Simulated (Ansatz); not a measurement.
Method: DFT PBE, scalar-relativistic, plane waves, PAW in Ansatz. Each cell gets a short relaxation within its symmetry: 420 eV, a coarse mesh through Γ, smearing of 0.2 eV, at most 16 steps to 0.08 eV/Å and 0.8 GPa. No spin polarisation. Energies are free energies per atom, good to about 0.1 eV/atom between metallic cells, end volumes are rough, and groups of ends are read at 0.1 Å.

Two trial cells of ZrGe2Pd3, not yet relaxed:

A.

```
Zr Ge Pd
1.0
     4.49249    0.00000    0.00000
    -2.24625    3.89061    0.00000
     0.00000    0.00000    5.71227
Zr Ge Pd
1 2 3
Direct
  0.00000 0.00000 0.50000
  0.00000 0.00000 0.14438
  0.00000 0.00000 0.85562
  0.50000 0.00000 0.50000
  0.00000 0.50000 0.50000
  0.50000 0.50000 0.50000
```

B.

```
Zr Ge Pd
1.0
     4.18439    0.00000    0.00000
    -2.09219    3.62378    0.00000
     0.00000    0.00000    6.41973
Zr Ge Pd
1 2 3
Direct
  0.00000 0.00000 0.00000
  0.33333 0.66667 0.88952
  0.66667 0.33333 0.11048
  0.50000 0.00000 0.50000
  0.00000 0.50000 0.50000
  0.50000 0.50000 0.50000
```

**Question.** Which is lower as given, and which after relaxing?

**Answer.** As given, B is lower by 2.20 eV/atom. Relaxed, B is lower by 0.98 eV/atom, so the order holds. A goes from P6/mmm at 16.6 Å³/atom to P6/mmm at 32.1 Å³/atom and gains 4.08 eV/atom. B goes from P-3m1 at 16.2 Å³/atom to P6/mmm at 17.2 Å³/atom and gains 2.86 eV/atom. The closest pair in A goes from Ge–Ge at 1.65 Å to Ge–Ge at 2.35 Å. The closest pair in B goes from Pd–Pd at 2.09 Å to Ge–Pd at 2.54 Å. At the end: counting Ge atoms around Pd and Zr (those within 1.25 times the shortest such distance or 1.15 times the sum of covalent radii; the shortest distance is added where it is long for a bond), A has Zr 2, Pd 4 from 3.8 Å and B has Zr 6, Pd 4. A holds Ge–Ge pairs (shortest 2.35 Å); in B the shortest Ge–Ge distance is 3.16 Å. The lowest end among all the guesses of this search lies 0.19 eV/atom under the better of the two.
